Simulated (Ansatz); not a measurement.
# Electric field gradients in Al₃Cu₂

The calculation used DFT LDA, scalar-relativistic, plane waves, PAW (Ansatz). Cutoff 420 eV, 12×12×8 k-points (Γ-centred), Fermi-Dirac smearing of 0.15 eV. No spin polarisation.

Relaxed structure:
```yaml
crystal:
  lattice:
    - [4.05811, 0.00000, 0.00000]
    - [-2.02906, 3.51443, 0.00000]
    - [0.00000, 0.00000, 4.93516]
  atoms:
    - { symbol: Al, position: [0.00000, 0.00000, 0.00000] }
    - { symbol: Al, position: [0.33333, 0.66667, 0.35108] }
    - { symbol: Al, position: [0.66667, 0.33333, 0.64892] }
    - { symbol: Cu, position: [0.33333, 0.66667, 0.84202] }
    - { symbol: Cu, position: [0.66667, 0.33333, 0.15798] }
```

In a metal these results depend on the k mesh and the smearing.

Give V_zz (10²¹ V/m²) and the asymmetry η at each distinct site.

Results:

| atom | V_zz | η |
| --- | --- | --- |
| Al (atom 1) | 2.08 | 0.00 |
| Al (atom 2) | -1.26 | 0.00 |
| Cu (atom 4) | 0.510 | 0.00 |

Whether Al3Cu2 exists in this form wasn't checked.

Cost: 1 run of about 0.17 core-minutes, on Arm Neoverse V2 (shared hosts).